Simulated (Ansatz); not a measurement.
MoPt2 (MoSi2 or CaC2 type, I4/mmm), PBEsol in the plane-wave PAW code Ansatz, all energies at zero smearing, with the estimated change up to a 700 eV cutoff added, with one set of potentials and settings (totals compare only within such a set). Cell of 3 atoms (1 Mo, 2 Pt): -29668.969 eV.

```
element             reference phase  E (eV/atom)
-------  --------------------------  -----------
Mo       Im-3m, 1 atoms in the cell   -4897.5018
Pt       Fm-3m, 1 atoms in the cell  -12385.3838
```

Formation energy per atom, worked out: (-29668.969 − 1×(-4897.5018) − 2×(-12385.3838))/3 = -0.233 eV/atom (-22 kJ per mol of atoms), at 0 K, without zero-point energy or fitted corrections.

A made-up cell: these elements were put on the sites of a structure type; neither database checked (COD, Materials Project) lists it. COD files the formula under space group No. 71. Its standing as an ambient phase is unchecked. Symmetry was held in the PBEsol relaxation; whether a distortion lowers the energy is not shown. The run is not spin-polarised. The references are the lowest solids computed at this level, not always the standard phases. Scalar-relativistic: spin–orbit coupling is off unless named, which matters more the heavier the elements.

Potentials: the earlier of the program's two PAW sets. The files were generated under PBE; for other functionals the program regenerates the frozen cores, and for LDA and PBEsol the local potential too.
